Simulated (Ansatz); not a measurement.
Ga$_{4}$BiAs$_{3}$: computed property card

Ga₄BiAs₃:
```
CELL_PARAMETERS angstrom
      0.00000     4.08478    -5.78574
      0.00000     4.08478     5.78574
      4.06998     0.00000     0.00000
ATOMIC_POSITIONS crystal
  Ga 0.63949 0.36051 0.50000
  Ga 0.10616 0.36795 0.00000
  Ga 0.63205 0.89384 0.00000
  Ga 0.12343 0.87657 0.50000
  Bi 0.49944 0.50056 0.00000
  As 0.99910 0.00090 0.00000
  As 0.49949 0.99915 0.50000
  As 0.00085 0.50051 0.50000
```

Space group Amm2 (No. 38); conventional cell a = 4.0700 Å, b = 8.1696 Å, c = 11.5715 Å, α = 90.00°, β = 90.00°, γ = 90.00°.

Method: the program Ansatz at the LDA level (PAW). The cell and atoms are relaxed at this level. Other levels are named where they apply.

### Cell and energy

```
Property                                                      Result
-----------------------------------------------------  -------------
Volume per atom                                             24.05 Å³
Density                                                   6.15 g/cm³
Formation energy from the elements (no fitted shifts)  -0.17 eV/atom
```

### Electronic structure

```
Property                                                                                                    Value
------------------------------------  ---------------------------------------------------------------------------
Electronic character                  no gap, with almost no states at the Fermi level (zero-gap or semimetallic)
Density of states at the Fermi level                                 0.01 states/eV per atom (mean over ±0.08 eV)
```

### Mechanics

```
Quantity                              Result
----------------------------------  --------
Bulk modulus (Birch–Murnaghan fit)  634 kbar
Pressure derivative B′                   4.7
```

### Phonons

```
Quantity                                        Value
-----------------------------  ----------------------
Highest zone-centre frequency                259 cm⁻¹
Zone-centre stability          no imaginary mode at Γ
```

The first step of the workflow began from a Materials Project structure, measured or hypothetical; the Crystallography Open Database copy checked does not list it. Whether it is the stable phase at ambient conditions was not checked. The cell was relaxed with LDA under the symmetry of its start. As this level gives no gap, phonon frequencies hold no LO–TO term and depend on the k-mesh and smearing (Fermi–Dirac, 0.1 eV here). The references are the lowest solids computed at this level, not always the standard phases. Spin–orbit coupling is left out wherever it is not named.

Potentials: the later of the program's two PAW sets.
